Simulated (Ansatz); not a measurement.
## P: computed properties

All numbers below come from DFT PBEsol+D3(BJ), scalar-relativistic, plane waves, PAW in Ansatz.

Cutoff 420 eV; k points 14×14×12 on the computed 4-atom cell (Γ-centred); Gaussian smearing, width 0.10 eV; no spin polarisation.

The structure is relaxed at this level of theory with its symmetry kept.

```yaml
crystal:
  lattice:
    - [1.67473, -4.94785, 0.00000]
    - [1.67473, 4.94785, 0.00000]
    - [0.00000, 0.00000, 3.83068]
  atoms:
    - { symbol: P, position: [0.88884, 0.11116, 0.05697] }
    - { symbol: P, position: [0.61116, 0.38884, 0.55697] }
    - { symbol: P, position: [0.11116, 0.88884, 0.94303] }
    - { symbol: P, position: [0.38884, 0.61116, 0.44303] }
```

**Question.** Density of states at the Fermi level?

**Answer.** 0.54 states/eV per cell.

**Question.** Löwdin character within 0.5 eV of the Fermi level?

**Answer.** P 3p 75 %, P 3s 17 %, unprojected 8 %.

**Question.** Bulk modulus?

**Answer.** 37 GPa.

**Question.** Its pressure derivative?

**Answer.** 7.6.

**Question.** Bader charges (e)?

**Answer.** P (4 in the cell) 0.00.

Cost: 9 runs of about 11 core-minutes in all, on Intel Xeon 6975P-C (Granite Rapids) (shared hosts).